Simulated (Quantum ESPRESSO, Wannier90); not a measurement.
**AlInSb$_{2}$ (R3m), plane waves to Wannier functions**

Materials Project entry mp-1228866; symmetrised, unrelaxed at this level. Not found in the COD (Crystallography Open Database) copy used; not checked further. Computed values, not measurements, from PBEsol: Quantum ESPRESSO (norm-conserving PseudoDojo potentials, cutoff 64 Ry, spinors with spin-orbit coupling) on a Γ-centred 4×4×4 mesh, then Wannier90. Density: 8×8×8 mesh, cold smearing 0.01 Ry. With spin-orbit coupling a semilocal functional can close or falsely invert a small gap; the band order was not checked against a better method.

On the energy scale of pw.x, whose zero is arbitrary, the Fermi level lies at 6.65 eV.

Input w.win:

```
num_bands = 52
num_wann = 32
exclude_bands = 1-30
spinors = true
num_iter = 1000
conv_tol = 1.0e-6
conv_window = 4
dis_num_iter = 1000
dis_conv_tol = 1.0e-6
dis_froz_max = 8.15
trial_step = 0.5
write_hr = true
write_u_matrices = true
begin projections
f=0.00627,-0.01242,-0.00076: s;p
f=0.49035,0.50240,-0.50223: s;p
f=-0.11761,-0.12469,0.35589: s;p
f=0.38207,0.37055,-0.11332: s;p
end projections
begin unit_cell_cart
ang
   -2.2762401450    3.9425635814    0.0000000000
   -4.5524802900    0.0000000000    0.0000000000
   -2.2762401450    1.3141878605    7.4029230000
end unit_cell_cart
begin atoms_frac
Al   0.0002900000  0.0002900000 -0.0008700000
In   0.4996730000  0.4996730000 -0.4990190000
Sb  -0.1205630000 -0.1205630000  0.3616890000
Sb   0.3705930000  0.3705930000 -0.1117790000
end atoms_frac
mp_grid = 4 4 4
begin kpoints
0.0000000000 0.0000000000 0.0000000000
0.0000000000 0.0000000000 0.2500000000
0.0000000000 0.0000000000 0.5000000000
... (61 more lines: the 4x4x4 mesh through Gamma)
end kpoints
```

Input of pw2wannier90.x that gives the overlap and projection files (equivalent; here they were cut from one run over all bands):

```
&inputpp
  outdir = './out'
  prefix = 'pwscf'
  seedname = 'w'
  write_amn = .true.
  write_mmn = .true.
/
```

Output w.wout (banner and timings cut):

```
                                    ------
                                    SYSTEM
                                    ------

                              Lattice Vectors (Ang)
                    a_1    -2.276240   3.942564   0.000000
                    a_2    -4.552480   0.000000   0.000000
                    a_3    -2.276240   1.314188   7.402923

                   Unit Cell Volume:     132.87094  (Ang^3)

                        Reciprocal-Space Vectors (Ang^-1)
                    b_1     0.000000   1.593680  -0.282915
                    b_2    -1.380167  -0.796840  -0.282915
                    b_3     0.000000   0.000000   0.848744

 *----------------------------------------------------------------------------*
 |   Site       Fractional Coordinate          Cartesian Coordinate (Ang)     |
 +----------------------------------------------------------------------------+
 | al   1   0.00029   0.00029  -0.00087   |   -0.00000  -0.00000  -0.00644    |
 | in   1   0.49967   0.49967  -0.49902   |   -2.27624   1.31419  -3.69420    |
 | sb   1  -0.12056  -0.12056   0.36169   |    0.00000   0.00000   2.67756    |
 | sb   2   0.37059   0.37059  -0.11178   |   -2.27624   1.31419  -0.82749    |
 *----------------------------------------------------------------------------*
                                ------------
                                K-POINT GRID
                                ------------

             Grid size =  4 x  4 x  4      Total points =   64

 *---------------------------------- MAIN ------------------------------------*
 |  Number of Wannier Functions               :                32             |
 |  Number of Objective Wannier Functions     :                32             |
 |  Number of input Bloch states              :                52             |
 |  Output verbosity (1=low, 5=high)          :                 1             |
 |  Timing Level (1=low, 5=high)              :                 1             |
 |  Optimisation (0=memory, 3=speed)          :                 3             |
 |  Length Unit                               :               Ang             |
 |  Post-processing setup (write *.nnkp)      :                 F             |
 |  Using Gamma-only branch of algorithms     :                 F             |
 *----------------------------------------------------------------------------*
 *------------------------------- WANNIERISE ---------------------------------*
 |  Total number of iterations                :              1000             |
 |  Number of CG steps before reset           :                 5             |
 |  Trial step length for line search         :             0.500             |
 |  Convergence tolerence                     :         0.100E-05             |
 |  Convergence window                        :                 4             |
 |  Iterations between writing output         :                 1             |
 |  Iterations between backing up to disk     :               100             |
 |  Write r^2_nm to file                      :                 F             |
 |  Write xyz WF centres to file              :                 F             |
 |  Write on-site energies <0n|H|0n> to file  :                 F             |
 |  Use guiding centre to control phases      :                 F             |
 |  Use phases for initial projections        :                 F             |
 *----------------------------------------------------------------------------*
 *------------------------------- DISENTANGLE --------------------------------*
 |  Using band disentanglement                :                 T             |
 |  Total number of iterations                :              1000             |
 |  Mixing ratio                              :             0.500             |
 |  Convergence tolerence                     :         1.000E-06             |
 |  Convergence window                        :                 3             |
 *----------------------------------------------------------------------------*
 *-------------------------------- PLOTTING ----------------------------------*
 |  Plotting Hamiltonian in WF basis          :                 T             |
 *----------------------------------------------------------------------------*

       ... (k-mesh section left out)

 Starting a new Wannier90 calculation ...

 Reading overlaps from w.mmn

 Reading projections from w.amn

 *------------------------------- DISENTANGLE --------------------------------*
 +----------------------------------------------------------------------------+
 |                              Energy  Windows                               |
 |                              ---------------                               |
 |                   Outer:   -4.07091  to   19.11388  (eV)                   |
 |                   Inner:   -4.07091  to    8.15000  (eV)                   |
 +----------------------------------------------------------------------------+
   Number of target bands to extract:   32

                   Unitarised projection of Wannier functions
                   ------------------------------------------
   A_mn = <psi_m|g_n> --> S = A.A^+ --> U = S^-1/2.A
   In dis_project... done
   Using an inner window (linner = T)
   In dis_proj_froz... done

                   Extraction of optimally-connected subspace
                   ------------------------------------------
 +---------------------------------------------------------------------+<-- DIS
 |  Iter     Omega_I(i-1)      Omega_I(i)      Delta (frac.)           |<-- DIS
 +---------------------------------------------------------------------+<-- DIS
       1      72.02863826      64.93512385       1.092E-01    <-- DIS
       2      65.62078043      62.75794847       4.562E-02    <-- DIS
       3      63.71433031      61.57702920       3.471E-02    <-- DIS
       4      62.25146914      60.76812343       2.441E-02    <-- DIS
       5      61.19800034      60.18571276       1.682E-02    <-- DIS
       6      60.44517437      59.75313486       1.158E-02    <-- DIS
       ... (lines left out)
     101      57.57897110      57.57879085       3.131E-06    <-- DIS
       ... (lines left out)
     118      57.57639331      57.57633769       9.660E-07    <-- DIS
     119      57.57630011      57.57624843       8.976E-07    <-- DIS
     120      57.57621143      57.57616344       8.335E-07    <-- DIS

             <<<      Delta < 1.000E-06  over  3 iterations     >>>
             <<< Disentanglement convergence criteria satisfied >>>

        Final Omega_I    57.57616344 (Ang^2)

 +----------------------------------------------------------------------------+

 Writing checkpoint file w.chk... done

 *------------------------------- WANNIERISE ---------------------------------*
 +--------------------------------------------------------------------+<-- CONV
 | Iter  Delta Spread     RMS Gradient      Spread (Ang^2)            |<-- CONV
 +--------------------------------------------------------------------+<-- CONV

 ------------------------------------------------------------------------------
 Initial State
  WF centre and spread    1  (  0.043711,  0.020736, -0.011720 )     2.30463299
  WF centre and spread    2  (  0.043711,  0.020736, -0.011720 )     2.30463299
  WF centre and spread    3  (  0.003087,  0.002959, -0.388805 )     2.93925632
  WF centre and spread    4  (  0.003087,  0.002959, -0.388806 )     2.93925606
  WF centre and spread    5  ( -0.036801, -0.340869,  0.085183 )     3.00063052
  WF centre and spread    6  ( -0.036801, -0.340869,  0.085183 )     3.00063068
  WF centre and spread    7  (  0.004424,  0.339055,  0.086616 )     3.03425856
  WF centre and spread    8  (  0.004424,  0.339055,  0.086616 )     3.03425866
  WF centre and spread    9  ( -2.261836,  1.274103, -3.723815 )     2.44190196
  WF centre and spread   10  ( -2.261836,  1.274103, -3.723815 )     2.44190198
  WF centre and spread   11  ( -2.276441,  1.313497, -3.943395 )     3.43371682
  WF centre and spread   12  ( -2.276441,  1.313497, -3.943395 )     3.43371704
  WF centre and spread   13  ( -2.291998,  1.124025, -3.631946 )     3.20775780
  WF centre and spread   14  ( -2.291999,  1.124025, -3.631946 )     3.20775799
  WF centre and spread   15  ( -2.276528,  1.552940, -3.631729 )     3.19460582
  WF centre and spread   16  ( -2.276529,  1.552940, -3.631729 )     3.19460588
  WF centre and spread   17  (  0.022677,  0.003484,  2.644251 )     1.79164220
  WF centre and spread   18  (  0.022677,  0.003484,  2.644251 )     1.79164231
  WF centre and spread   19  (  0.000528, -0.000315,  2.883325 )     2.69521105
  WF centre and spread   20  (  0.000528, -0.000315,  2.883324 )     2.69521164
  WF centre and spread   21  ( -0.021756,  0.182510,  2.578525 )     2.53292766
  WF centre and spread   22  ( -0.021756,  0.182510,  2.578525 )     2.53292772
  WF centre and spread   23  (  0.000894, -0.193497,  2.578361 )     2.54005130
  WF centre and spread   24  (  0.000894, -0.193497,  2.578361 )     2.54005132
  WF centre and spread   25  ( -2.300469,  1.353430, -0.844630 )     1.82211375
  WF centre and spread   26  ( -2.300469,  1.353430, -0.844630 )     1.82211376
  WF centre and spread   27  ( -2.276555,  1.315542, -0.591943 )     2.78727641
  WF centre and spread   28  ( -2.276555,  1.315542, -0.591943 )     2.78727615
  WF centre and spread   29  ( -2.254274,  1.391596, -0.870633 )     2.78142904
  WF centre and spread   30  ( -2.254274,  1.391596, -0.870633 )     2.78142917
  WF centre and spread   31  ( -2.277149,  1.195409, -0.872017 )     2.73281772
  WF centre and spread   32  ( -2.277149,  1.195409, -0.872017 )     2.73281778
  Sum of centres and spreads (-36.396974, 21.069209,-15.308747 )    86.48046105

      0     0.865E+02     0.0000000000       86.4804610513  <-- CONV
        O_D=      0.2456622 O_OD=     28.6586354 O_TOT=     86.4804611 <-- SPRD
 ------------------------------------------------------------------------------
      1    -0.992E+00     1.2159000590       85.4883690671  <-- CONV
        O_D=      0.2232531 O_OD=     27.6889525 O_TOT=     85.4883691 <-- SPRD
      2    -0.932E+00     1.4884048192       84.5562922759  <-- CONV
        O_D=      0.2325565 O_OD=     26.7475723 O_TOT=     84.5562923 <-- SPRD
      3    -0.381E+00     1.0367480888       84.1749363843  <-- CONV
        O_D=      0.2332240 O_OD=     26.3655490 O_TOT=     84.1749364 <-- SPRD
      4    -0.267E+00     0.7775925995       83.9079470930  <-- CONV
        O_D=      0.2250983 O_OD=     26.1066854 O_TOT=     83.9079471 <-- SPRD
      5    -0.352E+00     0.7435895263       83.5555415347  <-- CONV
        O_D=      0.2235930 O_OD=     25.7557851 O_TOT=     83.5555415 <-- SPRD
       ... (lines left out)
    100    -0.143E-03     0.0186057674       66.1755459234  <-- CONV
        O_D=      0.1010388 O_OD=      8.4983437 O_TOT=     66.1755459 <-- SPRD
       ... (lines left out)
    181    -0.609E-06     0.0012773427       66.1730127180  <-- CONV
        O_D=      0.1009979 O_OD=      8.4958514 O_TOT=     66.1730127 <-- SPRD
    182    -0.772E-06     0.0012501601       66.1730119462  <-- CONV
        O_D=      0.1010020 O_OD=      8.4958465 O_TOT=     66.1730119 <-- SPRD
    183    -0.542E-06     0.0011672385       66.1730114047  <-- CONV
        O_D=      0.1010052 O_OD=      8.4958428 O_TOT=     66.1730114 <-- SPRD
             <<<     Delta < 1.000E-06  over  4 iterations     >>>
             <<< Wannierisation convergence criteria satisfied >>>
 Final State
  WF centre and spread    1  (  0.800988, -0.461451,  0.237008 )     2.11484331
  WF centre and spread    2  (  0.800988, -0.461451,  0.237008 )     2.11484349
  WF centre and spread    3  (  0.000722,  0.000666, -0.944956 )     2.08209187
  WF centre and spread    4  (  0.000722,  0.000666, -0.944956 )     2.08209178
  WF centre and spread    5  ( -0.800529, -0.462147,  0.237066 )     2.11445158
  WF centre and spread    6  ( -0.800529, -0.462147,  0.237066 )     2.11445135
  WF centre and spread    7  (  0.000858,  0.924396,  0.237385 )     2.11488521
  WF centre and spread    8  (  0.000858,  0.924396,  0.237385 )     2.11488519
  WF centre and spread    9  ( -1.549336,  0.894305, -3.446581 )     2.30990159
  WF centre and spread   10  ( -1.549336,  0.894306, -3.446581 )     2.30990180
  WF centre and spread   11  ( -2.276319,  1.314047, -4.589213 )     2.28461317
  WF centre and spread   12  ( -2.276319,  1.314047, -4.589213 )     2.28461339
  WF centre and spread   13  ( -3.003166,  0.894464, -3.446713 )     2.31006968
  WF centre and spread   14  ( -3.003166,  0.894463, -3.446714 )     2.31006979
  WF centre and spread   15  ( -2.276392,  2.153659, -3.446663 )     2.30985283
  WF centre and spread   16  ( -2.276392,  2.153659, -3.446663 )     2.30985281
  WF centre and spread   17  (  0.635324,  0.366786,  2.422977 )     1.87215891
  WF centre and spread   18  (  0.635324,  0.366786,  2.422977 )     1.87215901
  WF centre and spread   19  ( -0.000493, -0.000381,  3.424367 )     1.90664133
  WF centre and spread   20  ( -0.000494, -0.000381,  3.424367 )     1.90664157
  WF centre and spread   21  ( -0.635072,  0.366716,  2.422036 )     1.87225465
  WF centre and spread   22  ( -0.635072,  0.366716,  2.422036 )     1.87225466
  WF centre and spread   23  (  0.000063, -0.733318,  2.421971 )     1.87228784
  WF centre and spread   24  (  0.000063, -0.733318,  2.421971 )     1.87228794
  WF centre and spread   25  ( -2.860812,  1.653193, -1.041014 )     1.98280576
  WF centre and spread   26  ( -2.860812,  1.653193, -1.041013 )     1.98280569
  WF centre and spread   27  ( -2.275654,  1.314544, -0.053520 )     1.97396394
  WF centre and spread   28  ( -2.275654,  1.314544, -0.053520 )     1.97396376
  WF centre and spread   29  ( -1.690598,  1.651080, -1.041572 )     1.98289774
  WF centre and spread   30  ( -1.690598,  1.651080, -1.041572 )     1.98289766
  WF centre and spread   31  ( -2.277230,  0.638525, -1.041071 )     1.98278598
  WF centre and spread   32  ( -2.277230,  0.638525, -1.041071 )     1.98278611
  Sum of centres and spreads (-36.415292, 21.030165,-15.296983 )    66.17301140

         Spreads (Ang^2)       Omega I      =    57.576163443
        ================       Omega D      =     0.101005197
                               Omega OD     =     8.495842765
    Final Spread (Ang^2)       Omega Total  =    66.173011405
```
